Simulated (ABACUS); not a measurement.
A self-consistent single point of YSi2 (C2/c, 6 atoms in the cell; from Materials Project mp-12769, changed as shown).

```yaml
crystal:
  lattice:
    - [2.72248, -2.72131, 0.00000]
    - [2.72248, 2.72131, 0.00000]
    - [-2.62195, 0.00000, 7.09406]
  atoms:
    - { symbol: Y, position: [0.62554, 0.37446, 0.75000] }
    - { symbol: Y, position: [0.37446, 0.62554, 0.25000] }
    - { symbol: Si, position: [0.04299, 0.79141, 0.58513] }
    - { symbol: Si, position: [0.95701, 0.20859, 0.41487] }
    - { symbol: Si, position: [0.20859, 0.95701, 0.91487] }
    - { symbol: Si, position: [0.79141, 0.04299, 0.08513] }
```

Level of theory: LDA (PW92), PseudoDojo 0.4 standard norm-conserving LDA (tails mended) pseudopotentials (plane waves; ABACUS).

ABACUS settings:

```
key                                                                   value
---------------  ----------------------------------------------------------
KPT                                                       Gamma 8 8 4 0 0 0
basis_type                                                               pw
dft_functional                                                        PWLDA
ecutwfc                                                               72 Ry
smearing_method                                                          fd
smearing_sigma                                                0.00734986 Ry
potentials       PseudoDojo 0.4 standard norm-conserving LDA (tails mended)
symmetry                                                                  1
ks_solver                                                               dav
scf_nmax                                                                100
scf_thr                                                          1.0e-09 Ry
mixing_type                                                           pulay
```

Q: Estimate, at this level of theory: pressure and largest force (vector length).

A: The run gave:

| Item | Value |
|---|---|
| Pressure | 4.28 GPa |
| Largest force (vector length) | 0.171 eV/Å |

For comparison: a first run was changed to give this one (lattice scaled by 0.98), and from it to this one the free energy rises by 7.0 meV/atom, the pressure goes from -1.92 to 4.28 GPa and the largest force goes from 0.140 to 0.171 eV/Å.

The structure comes from a collection of computed structures, made at another level of theory; the collection holds predicted forms beside known ones. Its lattice was then scaled.

Cost on one core: very roughly 9 core-minutes.

“Tails mended”: in these copies of the files the far tail of each local potential was reset to the Coulomb form.
